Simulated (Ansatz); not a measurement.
W: energy along a strain

W, Im-3m, a = 3.195 Å (as given, not relaxed at this level: -11.5 GPa). Ansatz: PBEsol, PAW, 420 eV, Γ-centred 20×20×20 mesh on 1 atom, Gaussian smearing 0.15 eV; no spin polarisation. Cell vectors (Å): -1.597 1.597 1.597; 1.597 -1.597 1.597; 1.597 1.597 -1.597. The cell is strained by x per cent times the pattern (0 0 0 1 0 0) in the order xx yy zz yz xz xy (engineering shears), with fractional coordinates held. y is the free energy over the start, V0 = 16.301 Å³/atom. Symmetry makes y even in x. Points with a strain past 8.5 % were computed too (4) and aren't used here.

| x (%) | y (meV/atom) |
| --- | --- |
| -7.50 | 37.37 |
| 0.00 | 0.00 |
| 1.87 | 2.36 |
| 3.75 | 9.41 |
| 5.62 | ? |

**Question.** Fit y = c2 x² + c4 x⁴ to the other rows, get the stiffness along the pattern, and predict the missing energy.

**Answer.** Least squares on the rows shown. y = 0.67118 x² − 0.00012143 x⁴. The clamped-ion stiffness p·C·p = 2 × 6.712 eV × 160.2 / 16.301 Å³ = 132 GPa, which is C44 in these axes (second derivative at the start, which stands under stress). At x = 5.62 the fit asked for gives 21.08 meV/atom. The run gave 21.00 meV/atom, so the fit is 0.08 meV/atom too high, a small miss on the scale of the series.

Spin–orbit coupling is left out, which can shift energies with elements as heavy as these.

Cost: 9 runs of about 2 core-minutes in all, on Intel Xeon Processor @ 2.70GHz (shared hosts).